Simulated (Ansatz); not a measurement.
**What moves the field gradients of SiO2?**

Cell of run 1: an entry of the Crystallography Open Database (COD), atoms as given.

Space group P4_12_12 (No. 92); a = 4.9860, c = 6.9770 Å.

| site | Wyckoff | site symmetry | x | y | z |
| --- | --- | --- | --- | --- | --- |
| Si | 4a | ..2 | 0.2988 | 0.2988 | 0.0000 |
| O | 8b | 1 | 0.2408 | 0.1017 | 0.1766 |

One atom of each set is listed.

Relaxed positions (PBE, cell held):

Si (0.3032, 0.3032, 0.0000)
O (0.2376, 0.1127, 0.1831)

All runs are DFT with Ansatz 0.2.0 (plane waves and PAW, scalar-relativistic unless spin–orbit coupling is named, Γ-centred meshes, Fermi–Dirac smearing where given) in this cell.

Run 1: PBE, atoms as given; 420 eV, 5×5×4 k-points, smearing 0.02 eV.
Run 2: PBE, atoms relaxed; 420 eV, 5×5×4 k-points, smearing 0.02 eV.
Run 3: r2SCAN, at the relaxed atoms; 500 eV, 5×5×4 k-points, smearing 0.02 eV.

```csv
run,Si V_zz (η),O V_zz (η)
1,-0.34 (0.49),9.21 (0.12)
2,?,?
3,-0.37 (0.64),9.39 (0.18)
```

V_zz in 10²¹ V/m².

(1) Estimate the row of run 2.

Results:

(1) Si: -0.37 (0.70); O: 9.52 (0.18). It lies nearest to run 3, from whose tensors on these sites it differs by 0.13 at most (largest principal value of the difference, on O). Taken one at a time, the positions of the atoms (as given or relaxed) move the tensors on these sites by up to 0.46 (largest principal value of the change, on O), the functional (r2SCAN with its higher cutoff) by 0.13 (O).

In runs 1, 3 the atoms aren't at the calculated equilibrium (largest force 0.47, 0.28 eV/Å). The cell isn't the equilibrium one in run 1 (calculated pressure 7 GPa), and the entry's cell may itself be off.
